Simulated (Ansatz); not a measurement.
Values for one crystal, relaxed and computed with PBE in the plane-wave PAW code Ansatz; other levels are named.

Volume per atom: 14.70 Å³
Electronic character: metallic (no gap)
Bulk modulus (Birch–Murnaghan fit): 441 kbar
Pressure derivative B′: 3.3
Density of states at the Fermi level: 0.48 states/eV per atom (mean over ±0.08 eV)

### Question
Which of these materials gives this?
A) Ta, diamond
B) Re, diamond
C) Be, diamond
D) In, diamond

### Answer
C, Be, diamond

Space group Fd-3m (diamond). The start of the workflow was typed in or built on a structure type; neither database checked (COD, Materials Project) lists it. It is not the phase usual at ambient conditions (space group No. 194). The PBE relaxation kept the symmetry of its start; whether a distortion lowers the energy is not shown.

Potentials: the earlier of the program's two PAW sets.
